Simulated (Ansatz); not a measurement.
# Trial structures of Be₃Cd₂S: starts and ends

All numbers below come from DFT PBE, scalar-relativistic, plane waves, PAW in Ansatz 0.2.0. Settings: cutoff 420 eV, Γ-centred meshes spaced at most about 0.3 Å⁻¹, and about 0.25 Å⁻¹ or finer for metals (2π included), Gaussian smearing. No spin polarisation in the final relaxations.

Each guess was relaxed in cell and atoms at zero pressure, within the symmetry of its start. Temperature and zero-point effects are left out. Coordination counts Be or Cd atoms around S (for each partner element, those within 1.25 times its shortest distance or 1.15 times the sum of covalent radii, where it is the nearest in units of that sum or under 1.3; a plus sign parts groups by distance over the sum of covalent radii; the shortest distance is added where it exceeds 1.18 times the sum of covalent radii).

| guess | made from | start group | V start (Å³/atom) | end group | V end (Å³/atom) | coordination at the end | gap on mesh (eV) | E over the lowest end (meV/atom) |
| --- | --- | --- | --- | --- | --- | --- | --- | --- |
| 1 | Sr2Al3Ge type | P-6m2 | 20.0 | P-6m2 | 21.0 | S 3 | 0 | 0 |
| 2 | random cell | P6/mmm | 19.1 | P6/mmm | 24.6 | S 2 | 0 | 167 |
| 3 | ScCo3B2 type | P6/mmm | 14.4 | P6/mmm | 16.2 | S 6 from 3.0 Å | 0 | 523 |
| 4 | random cell | P4/mmm | 16.0 | P4/mmm | 18.1 | S 2+4 | 0 | 533 |
| 5 | Tb2FeCo3 type | R-3m | 15.4 | R-3m | 14.5 | S 12+2 | 0 | 170 |
| 6 | random cell | P-3m1 | 18.8 | ? | ? | ? | ? | ? |

Guess 6 as it starts:

```
Be Cd S
1.0
     5.25754    0.00000    0.00000
    -2.62877    4.55317    0.00000
     0.00000    0.00000    4.70255
Be Cd S
3 2 1
Direct
  0.50000 0.00000 0.00000
  0.00000 0.50000 0.00000
  0.50000 0.50000 0.00000
  0.33333 0.66667 0.27000
  0.66667 0.33333 0.73000
  0.00000 0.00000 0.00000
```

**Question.** Predict the end of this guess and its energy over the lowest end.

**Answer.** It ends in space group P6/mmm (No. 191), with a = 4.820 Å, c = 4.565 Å, 15.3 Å³/atom and no gap. It lies 64 meV/atom over the lowest end, above guess 1 and below guess 2. Counting Be or Cd atoms around S, this end has S 6 from 2.4 Å and the lowest (guess 1) has S 3.

```cif
data_structure
_symmetry_space_group_name_H-M 'P6/mmm'
_symmetry_Int_Tables_number 191
_cell_length_a 4.8201
_cell_length_b 4.8201
_cell_length_c 4.5645
_cell_angle_alpha 90.000
_cell_angle_beta 90.000
_cell_angle_gamma 120.000
_cell_volume 91.84
loop_
_atom_site_label
_atom_site_type_symbol
_atom_site_symmetry_multiplicity
_atom_site_Wyckoff_symbol
_atom_site_fract_x
_atom_site_fract_y
_atom_site_fract_z
_atom_site_occupancy
Be1 Be 3 f 0.50000 0.00000 0.00000 1
Cd1 Cd 2 d 0.33333 0.66667 0.50000 1
S1 S 1 a 0.00000 0.00000 0.00000 1
```

Formation energies are uncorrected and refer to the elements' standard structures at the same level.

**Question.** Is the lowest end bound against the elements?

**Answer.** No: its formation energy is +0.19 eV/atom. It can't be a ground state, since the elements alone are lower.

The k mesh leaves some 4 meV/atom of noise in the energy of each metallic cell. The reference form of S is held partly by dispersion forces, which this level lacks. Cells relaxed within their symmetry can be saddle points. A lower structure may well exist outside this small set. Some candidate types were left out of the draw beforehand, so a known form may be missing.
